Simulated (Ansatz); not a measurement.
A distorted cell of ZnCu$_{2}$SnSe$_{4}$ (kesterite type, space group I-4):

```xyz
8
Lattice="-2.9567 2.9567 5.9127 2.9567 -2.9567 5.9127 2.9567 2.9567 -5.9127" Properties=species:S:1:pos:R:3 pbc="T T T"
Cu     0.0000     0.0000     0.0000
Cu     0.0000     2.9567     2.9564
Zn     2.9567     0.0000     2.9564
Sn     0.0000     0.0000     5.9127
Se     1.5262     1.5807     4.3799
Se     1.4306     1.3760    -1.5328
Se     1.5807    -1.5262     7.4455
Se     1.3760     4.4829     1.5328
```

Level of theory: PBE (plane waves to 420 eV, PAW, scalar-relativistic; Ansatz, a program for electronic structure). k mesh 8×8×8 (Γ-centred), Fermi-Dirac smearing 0.05 eV. Energies are smeared free energies. Compression counts positive. At this level the bands of ZnCu2SnSe4 touch or barely overlap. ZnCu2SnSe4 is run without spin polarisation. ZnCu2SnSe4 was relaxed with its symmetry unable to fall.

**Question.** Give the stress tensor in GPa and the pressure.

**Answer.** 
```
   -3.6      0.0      0.0
    0.0     -3.6      0.0
    0.0      0.0     -3.6
```
The pressure, a third of the trace, is -3.6 GPa.

**Question.** It is the relaxed cell scaled evenly to V/V₀ = 1.080, atoms relaxed where free. What is its energy relative to the relaxed cell?

**Answer.** 23 meV/atom.

(A scan under strain: stresses follow from slopes of the energy per volume, elastic moduli from its curvatures.)
